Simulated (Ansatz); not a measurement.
The cell comes from COD entry 1534932, which wasn't checked; take it as a given geometry. The listed cell was then made from it by scaling, straining or moving an atom.

An input for Ta: DFT, PBEsol, PAW with Ansatz's default frozen-core files, scalar-relativistic (Ansatz 0.2.0). The PAW files were made with PBE; their cores are remade for this functional.

Command: `ansatz run input.yaml --threads 1 --pin off --max-ram 3072MiB --backend cpu --events-out ev --progress --plain --runs-dir out` The run took 4.6 s on 1 thread of Arm Neoverse V1, on a shared host, peak memory 0.38 GiB.

```yaml
crystal:
  lattice:
    - [0.0, 2.0889, 2.11]
    - [2.0889, 0.0, 2.11]
    - [2.0889, 2.0889, 0.0]
  atoms:
    - { symbol: Ta, position: [0.0, 0.0, 0.0] }
kpoints:
  mp_grid: { grid: [15, 15, 15] }
scf:
  occupations: { method: fermi_dirac, width: 0.08 }
hamiltonian:
  xc: pbesol
  pseudopotentials: { kind: paw }
output:
  forces: true
  stress: true
  eigenvalues: true
  efg: { contact_densities: true }
```

Set-up and iterations as logged by Ansatz (the results part is left out, to be predicted):

```
Engine: ansatz 0.2.0
Pseudopotentials: kind: paw
Pseudopotential: Ta, paw, valence charge 13, recommended cutoff 420 eV (normal)
Functional definition: PBEsol
  exchange = pbesol_x
  correlation = pbesol_c
Crystal: 1 atoms, lattice volume = 18.414 Å³
Basis set: ecut = 420 eV, 339 PW (Γ), exchange–correlation on 40×40×40 points (8 copies of the dense FFT grid, shifted against one another)
Bands: 11, of which v1, the nominal top of the filled ones, is band 7 counted from 1 (6 counted from 0)
Symmetry: 16 space group operations
Space group: I4/mmm (ITA 139), of the structure as read, at distance tolerance 2.6e-5 Å
k-points: 288 of 3375
Non-local potential: Ta, projectors of the file, l = 0: 3, l = 1: 2, l = 2: 2, l = 3: 1
PAW form: soft (Blöchl's): semilocal exchange-correlation on the pseudo side does not see the compensation charge
PAW frozen core: Ta, regenerated for the run's functional, and the local potential with it (the file was generated under x = pbe(κ = 0.804, μ = 0.2195149727645171), c = pbe(β = 0.06672455060314922))
PAW one-centre angular grid: Ta, 590 points (default); XC on 64 Gauss nodes
Initial density: superposition of atomic densities (neutral atoms: chi_scale 0, normalization atom), corrected by the library's trained network
Initial wavefunctions: pseudopotential atomic-orbital guess
Functional: x = pbesol(κ = 0.804, μ = 0.12345679012345678), c = pbesol(β = 0.046)
SCF iter   1: F=—  HF=-9806.242981 eV  |F-HF|=—  |Δ(HF+E_count)|=         —  Δρ=2.56e-3  dr2=4.22e-4  ethr=1.77e-3  ⟨swp⟩=5.3  Hψ=17865  notcnv=0
SCF iter   2: F=—  HF=-9806.242946 eV  |F-HF|=—  |Δ(HF+E_count)|=   3.52e-5  Δρ=1.33e-3  dr2=9.41e-5  ethr=3.25e-6  ⟨swp⟩=2.2  Hψ=6979  notcnv=0
SCF iter   3: F=—  HF=-9806.243000 eV  |F-HF|=—  |Δ(HF+E_count)|=   5.42e-5  Δρ=1.56e-4  dr2=1.42e-6  ethr=7.24e-7  ⟨swp⟩=1.5  Hψ=3556  notcnv=0
SCF iter   4: F=—  HF=-9806.243000 eV  |F-HF|=—  |Δ(HF+E_count)|=   1.54e-7  Δρ=5.12e-5  dr2=1.39e-7  ethr=1.09e-8  ⟨swp⟩=2.4  Hψ=5035  notcnv=0
iter 5 did not close the SCF: its close was put off for the readings that it lacked (scf_convergence_deferred on its scf_iter line)
SCF iter   5: F=-9806.243000 eV  HF=-9806.243000 eV  |F-HF|=4.03e-9  |Δ(HF+E_count)|=   2.23e-8  Δρ=7.36e-6  dr2=7.34e-9  ethr=1.07e-9  ⟨swp⟩=2.0  Hψ=5032  notcnv=0
SCF iter   6: F=-9806.243000 eV  HF=-9806.243000 eV  |F-HF|=2.31e-10  |Δ(HF+E_count)|=   2.24e-9  Δρ=2.69e-6  dr2=4.67e-10  ethr=5.65e-11  ⟨swp⟩=2.0  Hψ=10305  notcnv=0
```

**Question.** What pressure will this run report?

**Answer.** -2.12 GPa (positive in compression).
